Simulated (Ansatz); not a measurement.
Strain response of Ti₂C

All numbers below come from DFT r2SCAN, scalar-relativistic, plane waves, PAW (Ansatz). Settings: 500 eV cutoff, 8×8×8 k-mesh, Gaussian smearing of 0.10 eV, no spin polarisation.

Starting point, cell and atoms relaxed:

```xyz
12
Lattice="0.0000 4.3102 4.3102 4.3102 0.0000 4.3102 4.3102 4.3102 0.0000" Properties=species:S:1:pos:R:3 pbc="T T T"
Ti    3.2871    5.3333    5.3333
Ti    3.2871    3.2871    3.2871
Ti    5.3333    5.3333    3.2871
Ti    5.4421    7.4883    5.4421
Ti    7.4883    7.4883    7.4883
Ti    7.4883    5.4421    5.4421
Ti    5.4421    5.4421    7.4883
Ti    5.3333    3.2871    5.3333
C     5.3877    5.3877    5.3877
C     5.3877    3.2326    3.2326
C     3.2326    3.2326    5.3877
C     3.2326    5.3877    3.2326
```

Deformation: biaxial strain in the a-b plane, with the length and tilt of c and the atoms relaxed, all within the symmetry that the strain leaves. Energies are extrapolated to zero smearing.

Problem. Give the structure at -1.5 %.

Solution.
```xyz
12
Lattice="0.0000 4.2455 4.2455 4.2455 0.0000 4.2455 4.3065 4.3065 -0.0610" Properties=species:S:1:pos:R:3 pbc="T T T"
Ti    3.2526    5.2857    5.2384
Ti    3.2526    3.2526    3.2054
Ti    5.3049    5.3049    3.1862
Ti    5.4044    7.4374    5.2991
Ti    7.4374    7.4374    7.3321
Ti    7.4374    5.4044    5.2991
Ti    5.3852    5.3852    7.3513
Ti    5.2857    3.2526    5.2384
C     5.3450    5.3450    5.2688
C     5.3450    3.2223    3.1460
C     3.1918    3.1918    5.2993
C     3.2223    5.3450    3.1460
```
Space group R-3m (166), 6.9 meV/atom over the relaxed crystal.

Cost: 5 runs of about 33 core-minutes in all, on Arm Neoverse V2 (shared hosts).